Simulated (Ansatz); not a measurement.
**Two inputs for SnO2 with Mn replacing Sn**

This input was run with Ansatz:

```yaml
crystal:
  lattice:
    - [-4.738, 4.738, 3.1865]
    - [4.738, -4.738, 3.1865]
    - [4.738, 4.738, -3.1865]
  atoms:
    - { symbol: Mn, position: [0.0, 0.0, 0.0], spin: 3.0 }
    - { symbol: Sn, position: [0.5, 0.5, 0.0] }
    - { symbol: Sn, position: [0.5, 0.0, 0.5] }
    - { symbol: Sn, position: [0.0, 0.5, 0.5] }
    - { symbol: Sn, position: [0.5, 0.5, 0.5] }
    - { symbol: Sn, position: [0.0, 0.0, 0.5] }
    - { symbol: Sn, position: [0.0, 0.5, 0.0] }
    - { symbol: Sn, position: [0.5, 0.0, 0.0] }
    - { symbol: O, position: [0.15355, 0.15355, 0.3071] }
    - { symbol: O, position: [0.65355, 0.65355, 0.3071] }
    - { symbol: O, position: [0.65355, 0.15355, 0.8071] }
    - { symbol: O, position: [0.15355, 0.65355, 0.8071] }
    - { symbol: O, position: [0.65355, 0.34645, 0.5] }
    - { symbol: O, position: [0.15355, 0.84645, 0.5] }
    - { symbol: O, position: [0.15355, 0.34645, 0.0] }
    - { symbol: O, position: [0.65355, 0.84645, 0.0] }
    - { symbol: O, position: [0.34645, 0.34645, 0.6929] }
    - { symbol: O, position: [0.84645, 0.84645, 0.6929] }
    - { symbol: O, position: [0.84645, 0.34645, 0.1929] }
    - { symbol: O, position: [0.34645, 0.84645, 0.1929] }
    - { symbol: O, position: [0.34645, 0.65355, 0.5] }
    - { symbol: O, position: [0.84645, 0.15355, 0.5] }
    - { symbol: O, position: [0.84645, 0.65355, 0.0] }
    - { symbol: O, position: [0.34645, 0.15355, 0.0] }
magnetization:
  spin_polarized: true
kpoints:
  mp_grid: { grid: [4, 4, 4], shift: [0.5, 0.5, 0.5] }
scf:
  occupations: { method: fermi_dirac, width: 0.01 }
  mixing: { preconditioner: resta }
hamiltonian:
  xc: pbe
  pseudopotentials: { kind: paw }
output:
  forces: true
  stress: true
  populations: true
  efg:
    quadrupole_moments_barn: { Mn: 0.33, Sn: -0.132, O: -0.02558 }
    contact_densities: true
  write_density: true
  write_potential: true
  elf: true
  volumetric_format: npy
total_charge: 1
```

The quadrupole moment typed for Sn is that of the 23.9 keV Mössbauer state of ¹¹⁹Sn; the ground state has I = 1/2 and no quadrupole moment.

It converged. Of its output the block on the nuclei alone is shown, without the SCF iterations, energies, forces and stress (one atom of each set):

```
--- PAW observables at the nuclei: V_zz in 10²¹ V/m², potentials from the cell's mean, atoms counted from 1 ---
  atom   1  Mn V_zz =    +1.404379   η = 0.2402   by run symmetry: allowed   C_q = +11.2061 MHz
            electrostatic potential = -3028.507554 V   contact ρ = 87794.746743 e/Å³   contact ρ_s (e/Å³): all electrons -2.382917, valence +4.038777
  atom   2  Sn V_zz =    -5.521520   η = 0.9277   by run symmetry: allowed   C_q = +17.6233 MHz
            electrostatic potential = -8173.993911 V   contact ρ = 1236234.108924 e/Å³   contact ρ_s (e/Å³): all electrons +1.749171, valence +1.726502
  atom   3  Sn V_zz =    -5.832595   η = 0.8027   by run symmetry: allowed   C_q = +18.6162 MHz
            electrostatic potential = -8174.028388 V   contact ρ = 1236232.045523 e/Å³   contact ρ_s (e/Å³): all electrons +0.043459, valence +0.042827
  atom   5  Sn V_zz =    +5.437343   η = 0.9643   by run symmetry: allowed   C_q = -17.3546 MHz
            electrostatic potential = -8174.020761 V   contact ρ = 1236233.335228 e/Å³   contact ρ_s (e/Å³): all electrons +0.298182, valence +0.294375
  atom   7  Sn V_zz =    -5.958015   η = 0.6815   by run symmetry: allowed   C_q = +19.0165 MHz
            electrostatic potential = -8173.971100 V   contact ρ = 1236233.029125 e/Å³   contact ρ_s (e/Å³): all electrons +0.552089, valence +0.544652
  atom   9  O  V_zz =    -9.231088   η = 0.5121   by run symmetry: allowed   C_q = +5.7096 MHz
            electrostatic potential = -626.201145 V   contact ρ = 2157.940726 e/Å³   contact ρ_s (e/Å³): all electrons +0.038187, valence +0.054912
  atom  10  O  V_zz =    -8.784138   η = 0.2491   by run symmetry: allowed   C_q = +5.4332 MHz
            electrostatic potential = -626.396869 V   contact ρ = 2157.310837 e/Å³   contact ρ_s (e/Å³): all electrons +0.058049, valence +0.059896
  atom  11  O  V_zz =    -8.508604   η = 0.1081   by run symmetry: allowed   C_q = +5.2628 MHz
            electrostatic potential = -626.406366 V   contact ρ = 2157.319494 e/Å³   contact ρ_s (e/Å³): all electrons +0.002593, valence -0.021529
  atom  13  O  V_zz =    -8.807928   η = 0.1321   by run symmetry: allowed   C_q = +5.4479 MHz
            electrostatic potential = -626.473751 V   contact ρ = 2157.236282 e/Å³   contact ρ_s (e/Å³): all electrons +0.025685, valence +0.040773
  atom  15  O  V_zz =    -8.860452   η = 0.3970   by run symmetry: allowed   C_q = +5.4804 MHz
            electrostatic potential = -626.124145 V   contact ρ = 2158.004098 e/Å³   contact ρ_s (e/Å³): all electrons +0.026427, valence -0.016014
```

Task: Can these gradients be trusted, and how do they compare with a run on standard settings?

Result: Only as results of these settings. Against the standard input the change is `kpoints.mp_grid.shift`: not typed → [0.5, 0.5, 0.5]; `scf.mixing.preconditioner`: not typed → resta; `total_charge`: not typed → 1. A site carries the number of its first atom; V_zz in 10²¹ V/m².

| site | atom | V_zz standard | η standard | V_zz here | η here |
| --- | --- | --- | --- | --- | --- |
| Mn | 1 | 1.21 | 0.87 | 1.40 | 0.24 |
| Sn2 | 2 | -5.56 | 0.82 | -5.52 | 0.93 |
| Sn3 | 3 | -5.70 | 0.85 | -5.83 | 0.80 |
| Sn5 | 5 | -5.47 | 0.92 | 5.44 | 0.96 |
| Sn7 | 7 | -5.64 | 0.81 | -5.96 | 0.68 |
| O9 | 9 | -11.45 | 0.39 | -9.23 | 0.51 |
| O10 | 10 | -10.59 | 0.19 | -8.78 | 0.25 |
| O11 | 11 | -10.49 | 0.09 | -8.51 | 0.11 |
| O13 | 13 | -10.52 | 0.10 | -8.81 | 0.13 |
| O15 | 15 | -11.33 | 0.29 | -8.86 | 0.40 |

The largest change of V_zz along a kept axis is on O15, from -11.33 to -8.86. In per cent, |V_zz| changes by -1 to +6 on Sn, -22 to -16 on O (all sites that start above 2, bar those whose gradient vanishes or changes sign or whose main axis turns by over 40°). Where |V_zz| stays above 0.1 and the axes keep their order, η moves most on Mn, from 0.87 to 0.24. On Sn5 the largest principal value lies along another axis in the second run, so the two V_zz can't be compared directly. The changed cell holds a charge of +1 on a uniform background, so it isn't the same centre. The gap no longer holds the Fermi energy in the changed run, so its gradients also hang on the k-mesh and the smearing. SCF iterations: 12 and 24.

On the reference run: The defect repeats with the cell of 24 atoms, so it feels its images: sites between two images don't show the values beside a lone defect, and zeros or small values of η there can come from the images' arrangement. O and Sn carry a gradient in the pure host already, so the values there aren't the defect's effect alone. Without spin–orbit coupling (the program notes it for Sn) the gradients can shift by some per cent, and by up to a factor of two as the program warns, since there is only a small gap. The cell keeps the host's lattice, and with the defect in it the PBE pressure is 6 GPa. The neighbours have not yet relaxed around the defect (largest force 2.1 eV/Å), and relaxing can change the values around it severalfold.
